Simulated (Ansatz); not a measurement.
Li:
```xyz
1
Lattice="-1.7172 1.7172 1.7172 1.7172 -1.7172 1.7172 1.7172 1.7172 -1.7172" Properties=species:S:1:pos:R:3 pbc="T T T"
Li     0.0000     0.0000     0.0000
```

Relaxed with PBEsol. Special points in fractions of this cell's reciprocal vectors: Γ (0.000, 0.000, 0.000); H (0.500, -0.500, 0.500); N (0.000, 0.000, 0.500); P (0.250, 0.250, 0.250).

Problem. List the band energies nearest the Fermi level at these points for PBEsol in the plane-wave PAW code Ansatz.

Solution. In eV from the Fermi level; about four levels below and three above (degenerate sets whole), none deeper than 8.9 eV; … stands for higher levels left out; points with the same levels are listed once.

| k | below | above |
|---|---|---|
| Γ | -3.59 | … |
| H | – | 5.51 5.51 5.51 |
| N | – | 0.22 3.23 10.38 |
| P | – | 3.36 3.36 3.36 |

Space group Im-3m (bcc (W type)). Symmetry was held in the PBEsol relaxation.

Potentials: the earlier of the program's two PAW sets. The files were generated under PBE; for other functionals the program regenerates the frozen cores, and for LDA and PBEsol the local potential too.
